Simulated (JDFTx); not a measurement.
Reference run:

W(100) slab cut from bulk W (space group Im-3m, indices of the conventional cell, lattice of the Materials Project entry mp-91, not re-optimised): 5 atoms in 5 planes, a 1x1 cell of 10.05 Å² (|a| = 3.170, |b| = 3.170 Å), 6.3 Å between the outermost planes, cell height 22.3 Å, 8×8×1 k mesh, Fermi smearing 0.01 Ha, no spin polarisation.

The reference is PBE, GBRV ultrasoft potentials, plane waves to 20/100 Ha; code: JDFTx (a modified build). Unrelaxed; liquid: CANDLE, water, 1 M NaF. U vs SHE = −μ/e − 4.44 V throughout (conventional absolute potential of the hydrogen electrode).

Settings tried: 4×4×1; 6×6×1; 8×8×1; 12×12×1; 18×18×1.

Q: Which is the cheapest setting from which the work function and U_pzc both stay within 0.03 (eV, V) of the last one?

A: 6×6×1, at roughly 0.3 of the last row's time. Over the whole series the work function spans 0.05 eV and U_pzc 0.05 V.

```
k mesh   work function (eV)  U_pzc (V)  mean C above U_pzc (μF/cm²)  k states × plane waves  cycles, vacuum run  rough core time, vacuum run
-------  ------------------  ---------  ---------------------------  ----------------------  ------------------  ---------------------------
4×4×1                  4.22      -0.70                            –                6 × 6467                  21                        2 min
6×6×1                  4.27      -0.65                31 over 0.5 V               10 × 6464                  21                        3 min
8×8×1                  4.26      -0.66                31 over 0.5 V               15 × 6463                  21                        4 min
12×12×1                4.26      -0.66                31 over 0.5 V               28 × 6463                  21                        7 min
18×18×1                4.26      -0.66                31 over 0.5 V               55 × 6463                  21                       10 min
```

Core times come from shared machines and are rough, one run each.
